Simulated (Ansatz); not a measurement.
The relaxed structure here is a generated cell of Zr: the first start was made by placing the elements on the sites of a structure type, and the end was not matched to a known phase here, so it may be hypothetical. Known forms of Zr include space group No. 194.

A relaxed cell of Zr (R-3m (No. 166)), relaxed on a k-mesh at least as fine as the one used below. Computed with PBEsol (plane waves to 420 eV, PAW, scalar-relativistic; Ansatz, a first-principles code). Γ-centred k-mesh 6×12×12 on the run's cell (coarser than for final values), Fermi–Dirac smearing 0.05 eV.

```xyz
6
Lattice="3.1756 1.8335 15.4291 -1.5878 0.9167 7.7146 0.0000 -1.8335 7.7146" Properties=species:S:1:pos:R:3 pbc="T T T"
Zr     0.0000     0.0000     0.0000
Zr     1.5878     0.9167     7.7146
Zr     0.0000     0.0000     5.1567
Zr     1.5878     0.9167    12.8713
Zr     0.0000     0.0000    17.9869
Zr     1.5878     0.9167    25.7015
```

The atoms are displaced by (Å):

| atom | ux | uy | uz |
|---|---|---|---|
| Zr1 | 0.042 | -0.057 | 0.021 |
| Zr2 | 0.033 | -0.056 | -0.078 |
| Zr3 | -0.241 | 0.041 | 0.017 |
| Zr4 | 0.106 | 0.257 | -0.062 |
| Zr5 | 0.067 | 0.076 | -0.057 |
| Zr6 | 0.071 | 0.004 | 0.064 |

Question: What forces (eV/Å) and pressure result?

Answer: 
```tsv
atom	Fx	Fy	Fz
Zr1	-0.10	-0.07	0.24
Zr2	-0.03	0.22	0.00
Zr3	1.87	1.06	0.13
Zr4	-1.74	-1.09	0.21
Zr5	-0.03	-0.24	0.10
Zr6	0.03	0.12	-0.68
```

Pressure +1.1 GPa.

Question: Estimate the energy cost of the displacement in the harmonic approximation and compare with the calculation.

Answer: For a harmonic well ΔE = −½ Σ F·u = 0.479 eV a cell, or 80 meV/atom. The calculated energy relative to the undisplaced cell is +0.07 eV/atom, so the harmonic estimate holds well.

No spin polarisation in the result.

The run that gave the undisplaced cell could not lose the symmetry of its start; a randomly shaken copy of 6 atoms returns to this structure.
